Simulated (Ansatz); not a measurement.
AgI:
```cif
data_Ag4I4
_chemical_formula_sum 'Ag4 I4'
_space_group_name_H-M_alt 'F-43m'
_space_group_IT_number 216
_space_group_name_Hall 'F -4 2 3'
_cell_length_a 6.45004
_cell_length_b 6.45004
_cell_length_c 6.45004
_cell_angle_alpha 90.000
_cell_angle_beta 90.000
_cell_angle_gamma 90.000
loop_
_atom_site_label
_atom_site_type_symbol
_atom_site_symmetry_multiplicity
_atom_site_Wyckoff_symbol
_atom_site_fract_x
_atom_site_fract_y
_atom_site_fract_z
_atom_site_occupancy
Ag1 Ag 4 a 0.00000 0.00000 0.00000 1
I1 I 4 d 0.75000 0.75000 0.75000 1
```
(The calculation used a cell of 2 atoms; values per cell refer to that cell.)

Relaxed with PBEsol.

Q: Give the optical modes at the zone centre with their infrared activity from DFPT, DFT-PBEsol in the program Ansatz with PAW potentials.

A: Transverse frequencies, without the LO–TO term; a row sums one degenerate level.

```
ω (cm⁻¹)  degeneracy  IR ((D/Å)²/amu)  activity  symmetry
--------  ----------  ---------------  --------  --------
107                3             1.74        IR        T2
```

Q: How high does the top mode go among those that the LO–TO term moves?

A: 121 cm⁻¹ for q along x.

Symmetry was held in the PBEsol relaxation. The run is not spin-polarised. Scalar-relativistic: spin–orbit coupling is off unless named, which matters more the heavier the elements.

Potentials: the earlier of the program's two PAW sets. The files were generated under PBE; for other functionals the program regenerates the frozen cores, and for LDA and PBEsol the local potential too.
